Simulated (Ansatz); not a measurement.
## Two states of KTl₂MoF₆

```
F K Tl Mo
1.0
     0.00717    4.49465    4.47435
     4.44634    0.02642    4.45510
     4.45848    4.48754    0.01427
F K Tl Mo
6 1 2 1
Cartesian
  2.0044 4.7031 4.3494
  4.3446 2.1932 4.5371
  7.0048 4.3580 4.3541
  4.5787 6.9441 4.7056
  4.3891 4.2865 1.8449
  4.3719 4.6672 6.9590
  4.2965 4.6444 4.5869
  2.2270 2.0030 2.2823
  6.4486 6.5529 6.6231
  8.8052 8.9554 8.8677
```

Level: r2SCAN; 500 eV; 4×4×4 (shifted by 0.5, 0.5, 0.5 steps) mesh; methfessel-paxton occupations (width 0.2017 eV); Ansatz 0.2.0, fixed geometry.

State A: no moments (no spin polarisation). State B: Mo10 up (collinear spin).

**Question.** Which state is lower, and how do they differ?

**Answer.** State B is lower by 180.6 meV an atom at zero smearing; in free energy at this smearing B lies -178.7 meV an atom from A.

```
state  free energy (meV/atom)  largest moment in a small sphere (μB)  net moment (μB/cell)  gap on mesh (eV)  pressure (GPa)  largest force (eV/Å)
    A                   178.7                                   0.00                  0.00             metal             6.1                  5.70
    B                     0.0                                   1.29                  3.00              0.50             7.8                  6.77
```

Origin: a strained cell with displaced atoms, so it need not be a known compound. Caveats: an odd or shifted mesh can miss the band edges, so this level's true gap may be smaller; no spin-orbit coupling, which can shift this gap by tenths of an eV; atoms or cell far from equilibrium; wide smearing; the gap is not wide against the smearing; odd electron count without spin polarisation, so a magnetic state may lie lower; correlation that this level lacks may open a gap in such a compound; the k mesh is coarse if the cell is a metal.
